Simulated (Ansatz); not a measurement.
Relaxed-ion elastic tensor of ZnS in space group P6_3mc (No. 186; Pearson symbol hP16) in GPa (Voigt order), plane-wave PAW PBE (Ansatz code); density 4.01 g/cm³, 20.17 Å³ per atom.

```
 117  52.0  38.7   0.0   0.0   0.0
52.0   117  38.7   0.0   0.0   0.0
38.7  38.7   132   0.0   0.0   0.0
 0.0   0.0   0.0  28.7   0.0   0.0
 0.0   0.0   0.0   0.0  28.7   0.0
 0.0   0.0   0.0   0.0   0.0  32.5
```

### Question
Is the crystal mechanically stable?

### Answer
Yes: the smallest eigenvalue of C is 28.7 GPa.

### Question
Work out the Voigt, Reuss and Hill averages.

### Answer
K_V = 69.4, K_R = 69.4, K_H = 69.4; G_V = 33.7, G_R = 32.7, G_H = 33.2 GPa.

### Question
Give Young's modulus, Poisson's ratio, Pugh's ratio and the universal anisotropy index.

### Answer
E = 9KG/(3K + G) = 85.9 GPa; ν = 0.29; K/G = 2.09 (ductile by the Pugh limit of 1.75); A_U = 5G_V/G_R + K_V/K_R − 6 = 0.16.

### Question
Estimate the sound speeds and the Debye temperature.

### Answer
v_l = √((K + 4G/3)/ρ) = 5320 m/s, v_t = √(G/ρ) = 2880 m/s, mean 3210 m/s; Θ = (h/k)(3n/4πV)^(1/3) v_m = 351 K.

### Question
How much does each axis shrink under pressure?

### Answer
Linear compressibilities β_i = Σ_j S_ij (j = 1 to 3): x 4.8, y 4.8, z 4.7 per TPa.

The workflow started from an entry of the Crystallography Open Database (COD). Its sites differ from those of the usual phase in this space group: another stacking or structure type. The cell was relaxed with PBE under the symmetry of its start; its stability against distortions is not shown here.

Potentials: the later of the program's two PAW sets.
